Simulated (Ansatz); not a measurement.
Ag2S:
```
CELL_PARAMETERS angstrom
      3.46667     2.32634     0.00000
     -3.46667     2.32634     0.00000
     -0.00185     0.00000     7.21168
ATOMIC_POSITIONS crystal
  Ag 0.50000 0.50000 0.00000
  Ag 0.10669 0.89331 0.24999
  Ag 0.89331 0.10669 0.75001
  Ag 0.50000 0.50000 0.50000
  S  0.27324 0.72676 0.74996
  S  0.72676 0.27324 0.25004
```

x, y and z are the axes in which the lattice vectors are written.

**Question.** Give the high-frequency dielectric tensor and the Born effective charge tensors of the independent atoms from DFPT, PBEsol in the plane-wave PAW code Ansatz.

**Answer.** 
ε∞:
```
10.7  0.00  0.00
0.00  12.0  0.00
0.00  0.00  9.06
```
Z* of atom 1 (Ag), rows: field, columns: displacement, in e:
```
0.77  0.00  0.02
0.00  0.61  0.00
0.19  0.00  0.97
```
Z* of atom 2 (Ag), rows: field, columns: displacement, in e:
```
1.03  0.00  0.00
0.00  1.30  0.00
0.00  0.00  0.50
```
Z* of atom 5 (S), rows: field, columns: displacement, in e:
```
-1.80   0.00   0.00
 0.00  -1.91   0.00
 0.00   0.00  -1.47
```

Space group Cmcm. The first step of the workflow began from a Materials Project structure, measured or hypothetical; the Crystallography Open Database copy checked does not list it. COD files the formula under space group No. 4, 14. Whether it is the stable phase at ambient conditions was not checked. The PBEsol relaxation kept the symmetry of its start; its stability against distortions is not shown here. The run is not spin-polarised. Scalar-relativistic: spin–orbit coupling is off unless named, which matters more the heavier the elements.

Potentials: the later of the program's two PAW sets.
